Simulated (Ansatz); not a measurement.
# Bi$_{2}$Te$_{3}$ (R-3m): lattice vibrations

```yaml
crystal:
  lattice:
    - [2.17708, 1.25694, 9.95239]
    - [-2.17708, 1.25694, 9.95239]
    - [0.00000, -2.51387, 9.95239]
  atoms:
    - { symbol: Bi, position: [0.40027, 0.40027, 0.40027] }
    - { symbol: Bi, position: [0.59973, 0.59973, 0.59973] }
    - { symbol: Te, position: [0.00000, 0.00000, 0.00000] }
    - { symbol: Te, position: [0.20895, 0.20895, 0.20895] }
    - { symbol: Te, position: [0.79105, 0.79105, 0.79105] }
```

Conventional cell: a = 4.354 Å, b = 4.354 Å, c = 29.857 Å, α = 90.00°, β = 90.00°, γ = 120.00°. Around Bi (atom 1) lie 6 Te at 3.04 to 3.21 Å. Around Te (atom 3) lie 6 Bi at 3.21 Å. Around Te (atom 4) lie 3 Bi at 3.04 Å.

Computed, not measured; unless marked otherwise by LDA, all-electron LAPW in Ansatz 0.2.0, scalar-relativistic. k mesh 8×8×8, Fermi-Dirac smearing of 0.080 eV, basis error target 1 meV/atom. The cell was relaxed by PAW under this functional.

Atoms are displaced by 0.01 Å in the primitive cell, which gives the zone-centre modes alone. Negative values stand for unstable modes.

(1) Is the structure dynamically stable at these wave vectors?

(2) How do the optical zone-centre modes decompose, and which are active?

(3) How well do frozen-core PAW files reproduce these all-electron values?

Answers

(1) Yes, no mode is unstable there; wave vectors off this mesh aren't tested.

(2) Point group -3m: Γ_opt = 2Eg + 2A1g + 2Eu + 2A2u.

| label | meV | activity | mostly |
| --- | --- | --- | --- |
| Eg | 5.25 | Raman | Bi (73 %) |
| A1g | 8.02 | Raman | Bi (55 %) |
| Eu | 8.70 | IR | Te (57 %) |
| Eu | 12.50 | IR | Te (95 %) |
| A2u | 12.95 | IR | Te (90 %) |
| Eg | 13.91 | Raman | Te (73 %) |
| A2u | 15.98 | IR | Te (62 %) |
| A1g | 17.38 | Raman | Te (55 %) |

In a metal the activity is that of symmetry alone; free carriers screen the infrared modes.

(3) With a cutoff of 420 eV and displacements of 0.0025 Å, the r.m.s. difference over the modes is 0.0 cm⁻¹; the largest difference is 70.3 (PAW) against 70.2 cm⁻¹ (LAPW).

Limits of these numbers: the gap is closed or tiny at this level, so small that the run used smearing; responses move with mesh and smearing; no spin-orbit coupling on heavy atoms; no dispersion correction, so the spacing and stiffness between layers or molecules are poor; zone-boundary modes aren't tested; the frozen-core PAW files of the compared runs were fitted under PBE, their cores solved anew for this functional.
